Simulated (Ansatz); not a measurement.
PbS:
```
CELL_PARAMETERS angstrom
      0.00000     3.00435     3.00435
      3.00435     0.00000     3.00435
      3.00435     3.00435     0.00000
ATOMIC_POSITIONS crystal
  Pb 0.00000 0.00000 0.00000
  S  0.50000 0.50000 0.50000
```

Plane-wave PAW PBE (Ansatz code) gives a gap of 0.49 eV without spin–orbit coupling, maximum at L, minimum at L.

Q: What happens when spin–orbit coupling is switched on?

A: The gap closes at this level.

Q: Give the Z2 indices of the occupied bands with spin–orbit coupling.

A: 0;(000).

Space group Fm-3m (rock salt). The PBE relaxation kept the symmetry of its start; of distortions, only those at the zone centre were tested.

Potentials: the later of the program's two PAW sets.
